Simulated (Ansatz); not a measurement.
The start is a generated trial cell of HgTe in the AFLOW prototype AB_cI16_199_a_a (B_a). The structure is fully relaxed (lattice and positions, P = 0) with r2SCAN (plane waves to 500 eV, PAW, scalar-relativistic; Ansatz, a first-principles code). The first steps use a coarse 4×4×4 k-mesh.

Input geometry:
```yaml
crystal:
  lattice:
    - [-4.19031, 4.19031, 4.19031]
    - [4.19031, -4.19031, 4.19031]
    - [4.19031, 4.19031, -4.19031]
  atoms:
    - { symbol: Te, position: [0.91200, 0.91200, 0.91200] }
    - { symbol: Te, position: [0.50000, 0.00000, 0.58800] }
    - { symbol: Te, position: [0.00000, 0.58800, 0.50000] }
    - { symbol: Te, position: [0.58800, 0.50000, 0.00000] }
    - { symbol: Hg, position: [0.43060, 0.43060, 0.43060] }
    - { symbol: Hg, position: [0.50000, 0.00000, 0.06940] }
    - { symbol: Hg, position: [0.00000, 0.06940, 0.50000] }
    - { symbol: Hg, position: [0.06940, 0.50000, 0.00000] }
```

```yaml
initial_pressure: "-5 GPa (negative: the cell is under tension)"
largest_initial_force: about 0.5 eV/Å, on Te1, Te2, Te3, Te4 (atoms numbered as listed)
energy_released: 0.39 eV/atom
volume_change: -2.1 %, from 36.79 to 36.02 Å³/atom
band_gap_at_the_end: no gap (metallic)
optimiser_moves: 10
```

Final values are on a 8×8×8 k-mesh of the relaxed cell. The relaxed cell holds bonded Te–Te pairs (2.94 Å). No spin polarisation in the result.

The run could not lose the symmetry of its start, so the end can be a saddle point.

The relaxed structure here is a generated cell of HgTe: the first start was made by placing the elements on the sites of a structure type, and the end was not matched to a known phase here, so it may be hypothetical. Known forms of HgTe include space group No. 216.
